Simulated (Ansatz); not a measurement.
Here is the system:

ZrAl₃:
```xyz
4
Lattice="4.0711 0.0000 0.0000 0.0000 4.0711 0.0000 0.0000 0.0000 4.0711" Properties=species:S:1:pos:R:3 pbc="T T T"
Zr     0.0000     0.0000     0.0000
Al     0.0000     2.0356     2.0356
Al     2.0356     0.0000     2.0356
Al     2.0356     2.0356     0.0000
```

This is the PBEsol-relaxed structure.

Q: All from the program Ansatz at the PBEsol level (PAW), unless another level is named. Estimate the Young's modulus.

A: 177 GPa.

Q: And the elastic constants (relaxed ions, GPa)?

A: C11 = 192, C12 = 67.9, C44 = 79.9.

Space group Pm-3m (Cu3Au type). The first step of the workflow began from a Materials Project structure, measured or hypothetical; the Crystallography Open Database copy checked does not list it. COD files the formula under space group No. 139, so this cell is another polymorph or a model. With Zr and Al taken as one species the cell has the higher symmetry Fm-3m, so it may be an ordered model of a mixed-site phase. Its standing as an ambient phase is unchecked. Symmetry was held in the PBEsol relaxation; of distortions, only those at the zone centre were tested. The run is not spin-polarised. As this level gives no gap, shear constants depend on the k-mesh and smearing (Fermi–Dirac, 0.1 eV here).

Potentials: the later of the program's two PAW sets.
